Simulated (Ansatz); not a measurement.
GaAs:
```yaml
crystal:
  lattice:
    - [3.99394, 0.00000, 0.00000]
    - [-1.99697, 3.45885, 0.00000]
    - [0.00000, 0.00000, 6.58583]
  atoms:
    - { symbol: Ga, position: [0.33333, 0.66667, 0.00007] }
    - { symbol: Ga, position: [0.66667, 0.33333, 0.50007] }
    - { symbol: As, position: [0.33333, 0.66667, 0.37393] }
    - { symbol: As, position: [0.66667, 0.33333, 0.87393] }
```

The program Ansatz at the r²SCAN level (PAW) gives a gap of 0.97 eV without spin–orbit coupling, maximum at Γ, minimum at Γ.

Q: What happens when spin–orbit coupling is switched on?

A: The gap decreases by 0.11 eV, to 0.86 eV; maximum at Γ, minimum at Γ.

Q: Give the electron effective mass with spin–orbit coupling.

A: 0.048, 0.057, 0.057 mₑ (principal values).

Q: Give the hole effective mass with spin–orbit coupling.

A: 0.090, 0.090, 0.79 mₑ (principal values).

Space group P6_3mc (wurtzite). The workflow started from a Materials Project entry (that database holds measured and hypothetical structures alike); the Crystallography Open Database copy checked does not list it. It is not the phase usual at ambient conditions (space group No. 216). The cell was relaxed with r²SCAN under the symmetry of its start; whether a distortion lowers the energy is not shown.

Potentials: the later of the program's two PAW sets.
